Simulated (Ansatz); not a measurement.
# Band structure of P

```
CELL_PARAMETERS angstrom
4.27290 0.00000 0.00000
0.00000 4.27290 0.00000
0.00000 0.00000 4.37800
ATOMIC_POSITIONS crystal
P 0.00000 0.00000 0.00000
```

The geometry is COD entry 1534547, unchecked; take it as a test cell.

Theory: DFT, PBEsol, all-electron LAPW, scalar-relativistic (Ansatz 0.2.0).

Settings: a Γ-centred 10×10×9 k mesh, Fermi–Dirac smearing of 0.08 eV, basis error target 0.25 meV/atom, no spin polarisation.

Points in fractions of the reciprocal vectors of this cell: Γ (0, 0, 0), X (0, 0.5, 0), M (0.5, 0.5, 0), Z (0, 0, 0.5), R (0, 0.5, 0.5), A (0.5, 0.5, 0.5). The path joins them by straight lines in the order Γ–X–M–Γ–Z–R–A–Z–X; legs that retrace an earlier one aren't tabulated. Energies are in eV from the Fermi level.

(1) List the levels at Γ between -8 and 6 eV.

(2) List the levels at Z between -8 and 6 eV.

(3) List the levels at A between -8 and 6 eV.

(4) What is the band gap?

Answers

(1) 0.44, 0.55 (×2), 4.63.

(2) -0.79, 0.67 (×2).

(3) -0.33 (×2), -0.24.

(4) none: with an odd electron count and no spin polarisation the bands can't all be full, a metal in this set-up (spin order or a larger cell could open a gap).
